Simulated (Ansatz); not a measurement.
**Deforming ScZn**

```
CELL_PARAMETERS angstrom
3.35000 0.00000 0.00000
0.00000 3.35000 0.00000
0.00000 0.00000 3.35000
ATOMIC_POSITIONS crystal
Sc 0.00000 0.00000 0.00000
Zn 0.50000 0.50000 0.50000
```

Atoms are numbered in the order listed.

The conventional cell has a = 3.350 Å, b = 3.350 Å, c = 3.350 Å, α = 90.00°, β = 90.00°, γ = 90.00°. Around Sc (atom 1) lie 8 Zn at 2.90 Å. Zn (atom 2) has 8 Sc at 2.90 Å as nearest neighbours.

The cell comes from COD entry 1527719, which wasn't checked; take it as a given geometry.

Spin polarisation is left out, and whether a magnetic state lies lower isn't shown here.

The calculation used DFT, PBEsol, all-electron PAW with datasets made for the crystal, scalar-relativistic in Ansatz 0.2.0.

Settings: a Γ-centred 10×10×10 k mesh, Fermi–Dirac smearing of 0.03 eV, cutoff 240 eV (chosen by the program for this cell), no spin polarisation.

The unchanged cell is at -3.31 GPa.

In a metal, stresses and small energies carry noise from the k mesh.

x, y and z are the Cartesian axes of the cell as listed; fractional coordinates follow a strain, and an engineering shear is twice the off-diagonal strain component.

(1) With this change (equal xy, yz and zx engineering shear strains of -2 %), what becomes of the energy and stress?

(2) With this change (equal xy, yz and zx engineering shear strains of -1 %), what becomes of the energy and stress?

With equal xy, yz and zx engineering shear strains of +1 %: energy change +1 meV/atom; stress change (xx, yy, zz, yz, xz, xy) 0.02, 0.02, 0.02, -0.66, -0.66, -0.66 GPa, compression positive.

(3) With this change (equal xy, yz and zx engineering shear strains of +2 %), what becomes of the energy and stress?

Results:

(1) Energy change +5 meV/atom; stress change (xx, yy, zz, yz, xz, xy) 0.09, 0.09, 0.09, 1.41, 1.41, 1.41 GPa, compression positive.

(2) Energy change +1 meV/atom; stress change (xx, yy, zz, yz, xz, xy) 0.02, 0.02, 0.02, 0.70, 0.70, 0.70 GPa, compression positive.

(3) Energy change +4 meV/atom; stress change (xx, yy, zz, yz, xz, xy) 0.08, 0.08, 0.08, -1.27, -1.27, -1.27 GPa, compression positive.
